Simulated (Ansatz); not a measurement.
Ca₂GaCu₂ in space group Immm (No. 71; Ca on 4j, Ga on 2a, Cu on 4h), the program Ansatz at the r²SCAN level (PAW), all energies at zero smearing, with the estimated change up to a 700 eV cutoff added, with one set of potentials and settings (totals compare only within such a set). Cell of 5 atoms (2 Ca, 1 Ga, 2 Cu): -20697.585 eV.

```
element             reference phase  E (eV/atom)
-------  --------------------------  -----------
Ca       Fm-3m, 1 atoms in the cell   -1821.6752
Ga        Cmce, 4 atoms in the cell   -3790.2689
Cu       Fm-3m, 1 atoms in the cell   -6631.2396
```

Formation energy per atom, worked out: (-20697.585 − 2×(-1821.6752) − 1×(-3790.2689) − 2×(-6631.2396))/5 = -0.297 eV/atom (-29 kJ per mol of atoms), at 0 K, without zero-point energy or fitted corrections.

The workflow started from a Materials Project entry (that database holds measured and hypothetical structures alike); the Crystallography Open Database copy checked does not list it. Its standing as an ambient phase is unchecked. Symmetry was held in the r²SCAN relaxation; its stability against distortions is not shown here. The run is not spin-polarised. The references are the lowest solids computed at this level, not always the standard phases.

Potentials: the later of the program's two PAW sets.
